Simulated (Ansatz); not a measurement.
FePt (CuAu type, space group P4/mmm)

```xyz
2
Lattice="2.7339 0.0000 0.0000 0.0000 2.7339 0.0000 0.0000 0.0000 3.7210" Properties=species:S:1:pos:R:3 pbc="T T T"
Fe     1.3669     1.3669     1.8605
Pt     0.0000     0.0000     0.0000
```

The slice is a (0 -1 1) plane (indices of the conventional cell) through the point (0.000, 0.000, 0.000) (fractional), spanned by u = [100] and v = [011] in vectors of this cell: u (2.73 Å) and v (4.62 Å, at 90° to u). It covers one period; positions are fractions (u, v).

All values below come from r2SCAN (plane waves to 500 eV, PAW, scalar-relativistic; Ansatz, a first-principles code). k mesh 17×17×13. Near the nuclei the fields are pseudised (PAW); where an atom keeps semicore shells as valence, they peak there. FePt was relaxed with its symmetry unable to fall. Relaxed FePt ends ferromagnetic. Spin-orbit coupling is left out, though Pt is heavy. The magnetic order is the one the run started from; other orders were not tried.

Q: What is the ELF at the density minimum of the shortest Fe–Pt line in this plane (2.68 Å)?

A: 0.2.

Q: What is the valence density on the shortest Fe–Pt line in this plane (2.68 Å), at its minimum between the atoms?

A: 0.32 e/Å³.

Q: Sketch the ELF of the down spins on this plane as a map.

A: 
| v \ u | 0.00 | 0.08 | 0.17 | 0.25 | 0.33 | 0.42 | 0.50 | 0.58 | 0.67 | 0.75 | 0.83 | 0.92 |
|---|---|---|---|---|---|---|---|---|---|---|---|---|
| 0.90 | x | 0.67 | 0.60 | 0.43 | 0.28 | 0.30 | 0.37 | 0.30 | 0.28 | 0.43 | 0.60 | 0.67 |
| 0.75 | 0.32 | 0.33 | 0.37 | 0.40 | 0.34 | 0.25 | 0.21 | 0.25 | 0.34 | 0.40 | 0.37 | 0.33 |
| 0.60 | 0.42 | 0.32 | 0.12 | 0.15 | 0.41 | 0.65 | x | 0.65 | 0.41 | 0.15 | 0.12 | 0.32 |
| 0.45 | 0.40 | 0.26 | 0.13 | 0.32 | 0.66 | x | x | x | 0.66 | 0.32 | 0.13 | 0.26 |
| 0.30 | 0.40 | 0.41 | 0.39 | 0.26 | 0.12 | 0.09 | 0.09 | 0.09 | 0.12 | 0.26 | 0.39 | 0.41 |
| 0.15 | 0.55 | 0.53 | 0.47 | 0.35 | 0.30 | 0.34 | 0.38 | 0.34 | 0.30 | 0.35 | 0.47 | 0.53 |
| 0.00 | x | x | x | 0.50 | 0.29 | 0.28 | 0.38 | 0.28 | 0.29 | 0.50 | x | x |

Values: ELF of the down spins. Points within 0.5 Å of a nucleus are blanked (x), as the pseudised field means little there.
